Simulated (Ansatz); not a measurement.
SiRh:
```xyz
8
Lattice="5.5361 0.0000 0.0000 0.0000 3.0613 0.0000 0.0000 0.0000 6.3707" Properties=species:S:1:pos:R:3 pbc="T T T"
Si     1.0245     0.7653     2.8281
Si     4.5116     2.2960     3.5426
Si     1.7436     2.2960     6.0134
Si     3.7925     0.7653     0.3573
Rh     0.0173     0.7653     5.0843
Rh     5.5188     2.2960     1.2864
Rh     2.7507     2.2960     1.8989
Rh     2.7854     0.7653     4.4718
```

Relaxed with PBEsol. Special points in fractions of this cell's reciprocal vectors: Γ (0.000, 0.000, 0.000); X (0.500, 0.000, 0.000); S (0.500, 0.500, 0.000); Y (0.000, 0.500, 0.000); Z (0.000, 0.000, 0.500); U (0.500, 0.000, 0.500); R (0.500, 0.500, 0.500); T (0.000, 0.500, 0.500).

List the band energies nearest the Fermi level at these points for PBEsol with spin–orbit coupling in the plane-wave PAW code Ansatz.

In eV from the Fermi level; about four levels below and three above (degenerate sets whole), none deeper than 8.9 eV; points with the same levels are listed once.

```json
[
 {"k": "Γ", "below": "-1.12 -1.12 -0.62 -0.62", "above": "0.15 0.15 2.09 2.09"},
 {"k": "X", "below": "-1.34 -1.34 -1.34 -1.34", "above": "1.94 1.94 1.94 1.94"},
 {"k": "S", "below": "-0.07 -0.07 -0.07 -0.07", "above": "2.16 2.16 2.16 2.16"},
 {"k": "Y", "below": "-0.05 -0.05 -0.05 -0.05", "above": "0.08 0.08 0.08 0.08"},
 {"k": "Z", "below": "-1.22 -1.22 -1.22 -1.22", "above": "0.98 0.98 0.98 0.98"},
 {"k": "U", "below": "-0.86 -0.86 -0.86 -0.86", "above": "1.74 1.74 1.74 1.74"},
 {"k": "R", "below": "-0.04 -0.04 -0.04 -0.04", "above": "0.01 0.01 0.01 0.01"},
 {"k": "T", "below": "-0.46 -0.46 -0.46 -0.46", "above": "0.24 0.24 0.24 0.24"}
]
```

Space group Pnma. The workflow started from a Materials Project entry (that database holds measured and hypothetical structures alike); the Crystallography Open Database copy checked does not list it. COD files the formula under space group No. 14, so this cell is another polymorph or a model. Its standing as an ambient phase is unchecked. Symmetry was held in the PBEsol relaxation; of distortions, only those at the zone centre were tested. The run is not spin-polarised.

Potentials: the earlier of the program's two PAW sets.
